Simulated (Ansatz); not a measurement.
**Ansatz run, TlIrPd**

The input, for Ansatz 0.2.0 (plane waves, PAW):

```yaml
crystal:
  lattice:
    - [7.291976, 0.0, 0.0]
    - [-3.645988, 6.315038, 0.0]
    - [0.0, 0.0, 3.495842]
  atoms:
    - { symbol: Tl, position: [0.245, 0.0, 0.0] }
    - { symbol: Tl, position: [0.755, 0.755, 0.0] }
    - { symbol: Tl, position: [0.0, 0.245, 0.0] }
    - { symbol: Ir, position: [0.585, 0.0, 0.5] }
    - { symbol: Ir, position: [0.415, 0.415, 0.5] }
    - { symbol: Ir, position: [0.0, 0.585, 0.5] }
    - { symbol: Pd, position: [0.3333, 0.6667, 0.0] }
    - { symbol: Pd, position: [0.6667, 0.3333, 0.0] }
    - { symbol: Pd, position: [0.0, 0.0, 0.5] }
  symmetry: { tolerance: 0.0003 }
kpoints:
  mp_grid: { grid: [6, 6, 10], shift: [0, 0, 0] }
  band_path:
    path:
      - [0.0, 0.0, 0.0]
      - [0.5, 6.0e-08, 0.0]
      - [0.33333333, 0.33333339, 0.0]
      - [0.0, 0.0, 0.0]
      - [0.0, 0.0, 0.5]
      - [0.5, 6.0e-08, 0.5]
      - [0.33333333, 0.33333339, 0.5]
      - [0.0, 0.0, 0.5]
      - [0.5, 6.0e-08, 0.5]
      - [0.5, 6.0e-08, 0.0]
      - [0.33333333, 0.33333339, 0.5]
    npoints: 6
magnetization:
  spin_polarized: false
scf:
  occupations: { method: fermi_dirac }
  lower_state_search: "off"
  max_iter: 200
hamiltonian:
  pseudopotentials: { kind: paw }
  xc: r2scan
basis:
  ecutwfc: 500
  fft_grid_basis: typed
output:
  forces: true
  stress: true
  eigenvalues: true
  bader: true
  populations: true
  elf: true
  write_potential: true
  volumetric_format: npy
  dos:
    e_range: [-12, 8]
    de: 0.05
    projected: { site_lists: { Ir: [Ir], Pd: [Pd], Tl: [Tl] } }
checkpoint:
  read: saved_state
```

The saved state is an earlier solution for the same cell, perhaps on another mesh. 

Excerpt of what it printed:

```
SCF iter   1: F=-91172.5097 eV  Δρ=2.25e-3  dr2=3.95e-3  dr2_τ=4.62e-3
SCF iter   2: F=-91172.5125 eV  Δρ=1.12e-3  dr2=8.91e-4  dr2_τ=4.16e-4
SCF iter   3: F=-91172.5129 eV  Δρ=5.83e-4  dr2=3.01e-4  dr2_τ=8.62e-5
SCF iter   4: F=-91172.5130 eV  Δρ=1.32e-4  dr2=3.15e-5  dr2_τ=1.65e-6
SCF iter   5: F=-91172.5134 eV  Δρ=7.66e-5  dr2=1.57e-5  dr2_τ=1.62e-6
SCF iter   6: F=-91172.5134 eV  Δρ=3.14e-5  dr2=7.89e-7  dr2_τ=2.03e-7
SCF iter   7: F=-91172.5134 eV  Δρ=7.86e-6  dr2=8.05e-8  dr2_τ=1.64e-8
Free energy (F): -91172.5134 eV
Harris-Foulkes:  -91172.5134 eV  (|F-HF|=3.34e-8)
Internal energy: -91172.2305 eV  (E = F + TS)
E sigma→0 (E₀):  -91172.3720 eV
Entropy (-TS):   -0.2829 eV (-31.436 meV/atom)
Fermi energy:    17.4752 eV
--- Per-component energies (eV) ---
  E_band       = -960.2477
  E_kinetic    = 4444.2414
  E_local      = -12581.8214  (includes V_loc(G=0)·N_el)
  E_nonlocal   = 1834.6308
  E_hartree    = 4992.4752
  E_xc         = -1894.4855
  E_vxc        = -2157.0854  (∫ρ·V_xc dr)
  E_paw        = -69662.5419  (= ΣΔE_a)
  E_vpaw       = -2634.1620  (= ΣTr[D̂ρ^β])
  E_aug_tail   = 0.0003  (compensation charges beyond the density's cutoff)
  E_vtau       = 149.0239  (kinetic-family band-sum trace: ∫τ·v_τ [+ j·A + Jᵃ·Aᵃ] dr)
  E_ewald      = -18305.5418
  E_core_change = 0.8123  (= ΣΔE_core)
  E_smearing   = -0.2829  (= −TS)
--- Forces (eV/Å), atoms counted from 1 ---
  atom   1  Tl     4.6515     0.0000     0.0000
  atom   2  Tl    -2.3258    -4.0284     0.0000
  atom   3  Tl    -2.3258     4.0284     0.0000
  atom   4  Ir     0.0701     0.0000     0.0000
  atom   5  Ir    -0.0351    -0.0607     0.0000
  atom   6  Ir    -0.0351     0.0607     0.0000
  atom   7  Pd     0.0000     0.0000     0.0000
  atom   8  Pd     0.0000     0.0000     0.0000
  atom   9  Pd     0.0000     0.0000     0.0000
--- Stress (GPa, compression-positive) ---
        1.1673       0.0000       0.0000
        0.0000       1.1673       0.0000
        0.0000       0.0000       3.1907
  P = ⅓ Tr σ = 1.8418 GPa (18.418 kbar)
--- Bader charges: 9 sites ---
  site symbol  charge [e]  shift [e]
     0     Tl      0.4586     0.0005
     1     Tl      0.4586     0.0005
     2     Tl      0.4586     0.0005
     3     Ir     -0.2675     0.0000
     4     Ir     -0.2675     0.0000
     5     Ir     -0.2675     0.0000
     6     Pd     -0.1416     0.0000
     7     Pd     -0.1416     0.0000
     8     Pd     -0.2900     0.0016
```

Origin: a known structure type with other elements, at an estimated volume, so it need not be a known compound. Caveats: atoms or cell far from equilibrium.
